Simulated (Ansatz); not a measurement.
A plane-wave DFT run in Ansatz 0.2.0 (scalar-relativistic PAW potentials unless the input names others): input and command.

```yaml
crystal:
  lattice:
    - [0.0, 2.192684, 2.192684]
    - [2.192684, 0.0, 2.192684]
    - [2.192684, 2.192684, 0.0]
  atoms:
    - { symbol: W, position: [-0.0241863436, 0.0, 0.0] }
    - { symbol: C, position: [0.5, 0.5, 0.5] }
basis:
  ecutwfc: 500
kpoints:
  mp_grid: { grid: [18, 18, 18] }
hamiltonian:
  xc: r2scan
scf:
  occupationss: { method: gaussian, width: 0.15 }
  max_iter: 100
output:
  forces: true
  eigenvalues: true
  stress: true
```

```bash
ansatz run input.yaml --threads 1 --pin off --max-ram 2560MiB --backend cpu --events-out ev --progress --plain --runs-dir out
```

Task: What is wrong with this input?

Result: The program refuses it, because of a misspelt key (the key scf.occupations typed as occupationss). With the key spelt rightly it is accepted.

Abridged log:
```
Error: YAML parse error: error: line 16 column 3: unknown field `occupationss`, expected one of max_iter, algorithm, n_extra_bands, self_checks, convergence, lower_state_search, omitted_lower_state_checks, lower_solution_reach, mixing, occupations, eigensolver, initial_density, exx
  --> <input>:16:3
   |
14 |   xc: r2scan
15 | scf:
16 |   occupationss: { method: gaussian, width: 0.15 }
   |   ^ unknown field `occupationss`, expected one of max_iter, algorithm, n_extra_bands, self_checks, convergence, lower_state_search, omitted_lower_state_checks, lower_solution_reach, mixing, occupations, eigensolver, initial_density, exx
17 |   max_iter: 100
18 | output:
   |
```